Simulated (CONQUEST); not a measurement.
A self-consistent single point of SiO2 (I-42d, 12 atoms in the cell; from Materials Project mp-546794, changed as shown).

```yaml
crystal:
  lattice:
    - [5.09562, 0.00000, 0.00000]
    - [0.00000, 5.09562, 0.00000]
    - [0.00000, 0.00000, 7.51946]
  atoms:
    - { symbol: Si, position: [0.00000, 0.00000, 0.00000] }
    - { symbol: Si, position: [0.00000, 0.50000, 0.25000] }
    - { symbol: Si, position: [0.50000, 0.50000, 0.50000] }
    - { symbol: Si, position: [0.50000, 0.00000, 0.75000] }
    - { symbol: O, position: [0.09679, 0.25000, 0.12500] }
    - { symbol: O, position: [0.75000, 0.40321, 0.37500] }
    - { symbol: O, position: [0.90321, 0.75000, 0.12500] }
    - { symbol: O, position: [0.25000, 0.59679, 0.37500] }
    - { symbol: O, position: [0.59679, 0.75000, 0.62500] }
    - { symbol: O, position: [0.25000, 0.90321, 0.87500] }
    - { symbol: O, position: [0.40321, 0.25000, 0.62500] }
    - { symbol: O, position: [0.75000, 0.09679, 0.87500] }
```

Method: LDA (PW92), numerical atomic orbitals double-zeta with polarisation (the shipped basis), PseudoDojo norm-conserving potentials made for LDA run with CONQUEST.

CONQUEST settings:

```
setting                                         value
---------------------  ------------------------------
basis                                             DZP
Diag.MPMeshX, Y, Z                              6 6 4
potentials             PseudoDojo norm-conserving LDA
Grid.GridCutoff                                140 Ha
DM.SolutionMethod                              diagon
Diag.kT                                     0.0001 Ha
Diag.GammaCentred                                true
minE.SCTolerance                              1.0e-07
SC.MaxIters                                       100
SC.LinearMixingFactor                             0.3
AtomMove.TypeOfRun                             static
```

Results:

| Item | Result |
|---|---|
| Number of valence electrons | 64 |
| Number of bands | 156 |
| Number of k-points after the program's reduction | 107 |
| Size of the basis | 156 |
| Number of SCF iterations | 10 |
| FFT grid | 60 × 60 × 80 |
| Free energy E − TS | -4068.7665 eV |
| Top of the valence band (on the code's own zero) | -8.88 eV |
| Gap on the k-point mesh | 5.44 eV |
| Pressure | -10.81 GPa |
| Largest force (vector length) | 0.523 eV/Å |

Forces (eV/Å):
```csv
atom,Fx,Fy,Fz
Si1,0.000,0.000,0.000
Si2,0.000,0.000,0.000
Si3,0.000,0.000,0.000
Si4,0.000,0.000,0.000
O5,-0.523,0.000,0.000
O6,0.000,0.523,0.000
O7,0.523,0.000,0.000
O8,0.000,-0.523,0.000
O9,-0.523,0.000,0.000
O10,0.000,0.523,0.000
O11,0.523,0.000,0.000
O12,0.000,-0.523,0.000
```

Stress (GPa, positive for compression):
```
-10.69    0.00    0.00
  0.00  -10.69    0.00
  0.00    0.00  -11.04
```

Gaps are taken between levels on the mesh.

For comparison: a first run was changed to give this one (lattice scaled by 1.02), and from it to this one the free energy rises by 43.3 meV/atom, the pressure goes from -3.66 to -10.81 GPa, the largest force goes from under 0.1 to 0.52 eV/Å and the gap on the mesh goes from 5.930 to 5.443 eV.

The program uses no crystal symmetry, so grid and mesh can part values that symmetry would make equal. The atom-centred basis is finite, which shifts total energies, pressures, gaps and forces against plane waves. The structure comes from a collection of computed structures, made at another level of theory; the collection holds predicted forms beside known ones. Its lattice was then scaled.

Cost on one core: around 90 core-seconds (rough).
